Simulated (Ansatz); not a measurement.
According to r²SCAN (plane waves, PAW; program Ansatz), NiGe in the orthorhombic phase (Pnma; Ni on 4c, Ge on 4c) relaxes to a = 5.275 Å, b = 3.468 Å, c = 5.815 Å. Against the elements it lies at -0.27 eV/atom, with no fitted shifts.

Electronic character: metallic (no gap).

The cell was relaxed with r²SCAN under the symmetry of its start. No spin polarisation was allowed. The references are the lowest solids computed at this level, not always the standard phases. Spin–orbit coupling is left out wherever it is not named.

Potentials: the later of the program's two PAW sets.
